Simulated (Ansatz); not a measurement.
BeS:
```yaml
crystal:
  lattice:
    - [3.39886, 0.00000, 0.00000]
    - [-1.69943, 2.94350, 0.00000]
    - [0.00000, 0.00000, 7.67234]
  atoms:
    - { symbol: Be, position: [0.50000, 0.00000, 0.00000] }
    - { symbol: Be, position: [0.00000, 0.50000, 0.33333] }
    - { symbol: Be, position: [0.50000, 0.50000, 0.66667] }
    - { symbol: S, position: [0.50000, 0.00000, 0.50000] }
    - { symbol: S, position: [0.00000, 0.50000, 0.83333] }
    - { symbol: S, position: [0.50000, 0.50000, 0.16667] }
```

Relaxed with LDA. Special points in fractions of this cell's reciprocal vectors: Γ (0.000, 0.000, 0.000); M (0.500, 0.000, 0.000); K (0.333, 0.333, 0.000); A (0.000, 0.000, 0.500); L (0.500, 0.000, 0.500); H (0.333, 0.333, 0.500).

### Question
List the band energies nearest the valence-band maximum at these points for plane-wave PAW LDA (Ansatz code).

### Answer
In eV from the valence-band maximum; about four levels below and three above (degenerate sets whole), none deeper than 8.9 eV; points with the same levels are listed once.

| k | below | above |
|---|---|---|
| Γ | -0.73 -0.73 -0.35 0.00 | 3.89 3.89 4.98 |
| M | -2.35 -2.29 -1.88 -1.73 | 2.44 2.61 3.68 |
| K | -4.21 -4.21 -2.64 -1.80 -1.80 | 4.02 4.11 4.11 |
| A | -0.79 -0.51 -0.51 -0.41 | 3.34 5.02 5.14 5.14 |
| L | -2.60 -2.18 -1.71 -1.38 | 3.01 3.64 4.02 |
| H | -3.42 -3.42 -2.80 -1.36 | 4.36 4.88 5.90 5.90 |

Space group P6_422. The start of the workflow was typed in or built on a structure type; neither database checked (COD, Materials Project) lists it. COD files the formula under space group No. 216. Whether it is the stable phase at ambient conditions was not checked. The LDA relaxation kept the symmetry of its start; its stability against distortions is not shown here.

Potentials: the earlier of the program's two PAW sets. The files were generated under PBE; for other functionals the program regenerates the frozen cores, and for LDA and PBEsol the local potential too.
